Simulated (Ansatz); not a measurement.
A generated cell, not matched to a known phase here, of YI: Pm-3m (No. 221), cP2, CsCl type; a = b = c = 3.7930 Å, α = β = γ = 90.00°; Y 1a (0.000, 0.000, 0.000); I 1b (0.500, 0.500, 0.500). These are PBE (plane waves to 420 eV, PAW, scalar-relativistic; Ansatz, a program for electronic structure) values and carry that method's errors. Element references, the lowest calculated here: Y (P6₃/mmc), I (Cmce).

Total energies (eV/atom, σ → 0; comparable only within this code, potentials and settings):

```
phase        E (eV/atom)
-----------  -----------
YI (Pm-3m)     -5681.428
Y (P6₃/mmc)    -3848.669
I (Cmce)       -7512.908
```

Question: What is the formation energy of this Pm-3m form of YI from the elements?

Answer: E_f = -5681.428 − [1 × (-3848.669) + 1 × (-7512.908)] / 2 = -0.64 eV/atom (-1.3 eV per formula unit).

A lower structure of this composition may exist.

Static energies, no anion corrections, no zero-point energy. Values are rounded to 0.01 eV/atom. Not shown to be the ambient phase of their composition (a lower form may be missing, and a cell relaxed within its start's symmetry can be a saddle point): YI (Pm-3m). Spin-orbit coupling is missing from these energies, which matters for elements this heavy. The compounds carry no spin polarisation.
